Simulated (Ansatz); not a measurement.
Ba₂NF:
```xyz
4
Lattice="1.9973 1.1531 6.6384 -1.9973 1.1531 6.6384 0.0000 -2.3062 6.6384" Properties=species:S:1:pos:R:3 pbc="T T T"
Ba     0.0000     0.0000    15.0919
Ba     0.0000     0.0000     4.8233
N      0.0000     0.0000     9.9576
F      0.0000     0.0000     0.0000
```

DFT-r²SCAN in the program Ansatz with PAW potentials gives a gap of 1.20 eV without spin–orbit coupling, maximum at F, minimum at F.

Q: What happens when spin–orbit coupling is switched on?

A: The gap drops by 0.01 eV, to 1.19 eV; maximum at F, minimum at F.

Q: Give the electron effective mass with spin–orbit coupling.

A: 0.44, 0.44, 1.2 mₑ (principal values).

Q: Give the hole effective mass with spin–orbit coupling.

A: 1.4, 5.4, 8.6 mₑ (principal values).

Space group R-3m. The workflow started from a Materials Project entry (that database holds measured and hypothetical structures alike); the Crystallography Open Database copy checked does not list it. Its standing as an ambient phase is unchecked. The cell was relaxed with r²SCAN under the symmetry of its start; whether a distortion lowers the energy is not shown.

Potentials: the later of the program's two PAW sets.
